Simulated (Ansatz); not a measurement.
System: ZnSe (zinc blende type), 2 atoms in the cell.

These are results of Ansatz, PBE, plane waves, PAW datasets (earlier set, tuned by hand), not measurements.

Cutoff 660 eV; k-mesh 6×6×6 Γ-centred; Fermi–Dirac smearing of 0.02 eV; no spin polarisation.

```
Zn Se
1.0
     0.00000    2.87000    2.87000
     2.87000    0.00000    2.87000
     2.87000    2.87000    0.00000
Zn Se
1 1
Direct
  0.00000 0.00000 0.00000
  0.25000 0.25000 0.25000
```

(1) Is the cell under compression or tension, and by how much?

## Answers

(1) The pressure is -0.17 GPa, so at these settings the cell is stretched and would shrink.

The stress includes the program's correction for the finite plane-wave basis.
